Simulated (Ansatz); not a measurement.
Ta₂O₅:
```
CELL_PARAMETERS angstrom
      6.19562     0.00000     0.00000
      0.00000     7.32563     0.00000
      0.00000     0.00000     3.78672
ATOMIC_POSITIONS crystal
  Ta 0.77596 0.61968 0.00000
  Ta 0.72404 0.11968 0.00000
  Ta 0.22404 0.38032 0.00000
  Ta 0.27596 0.88032 0.00000
  O  0.80174 0.65819 0.50000
  O  0.69826 0.15819 0.50000
  O  0.19826 0.34181 0.50000
  O  0.30174 0.84181 0.50000
  O  0.50000 0.50000 0.00000
  O  0.88948 0.36034 0.00000
  O  0.00000 0.00000 0.00000
  O  0.38948 0.13966 0.00000
  O  0.61052 0.86034 0.00000
  O  0.11052 0.63966 0.00000
```

Tensor components refer to the Cartesian frame of this cell.

Problem. Give the high-frequency dielectric tensor and the Born effective charge tensors of the independent atoms from DFPT, PBEsol (plane waves, PAW; program Ansatz).

Solution. 
ε∞:
```
5.54  0.00  0.00
0.00  5.15  0.00
0.00  0.00  6.95
```
Z* of atom 1 (Ta), rows: field, columns: displacement, in e:
```
 7.52  -0.27   0.00
-0.39   6.71   0.00
 0.00   0.00   9.23
```
Z* of atom 5 (O), rows: field, columns: displacement, in e:
```
-1.23   0.12   0.00
 0.11  -1.20   0.00
 0.00   0.00  -7.33
```
Z* of atom 9 (O), rows: field, columns: displacement, in e:
```
-5.28  -2.14   0.00
-1.56  -2.42   0.00
 0.00   0.00  -0.97
```
Z* of atom 10 (O), rows: field, columns: displacement, in e:
```
-3.66   0.16   0.00
-0.66  -4.30   0.00
 0.00   0.00  -1.42
```

Space group Pbam. The workflow started from a Materials Project entry (that database holds measured and hypothetical structures alike); the Crystallography Open Database copy checked does not list it. COD files the formula under space group No. 49. Its standing as an ambient phase is unchecked. The cell was relaxed with PBEsol under the symmetry of its start; its stability against distortions is not shown here. The run is not spin-polarised. Spin–orbit coupling is left out wherever it is not named.

Potentials: the later of the program's two PAW sets.
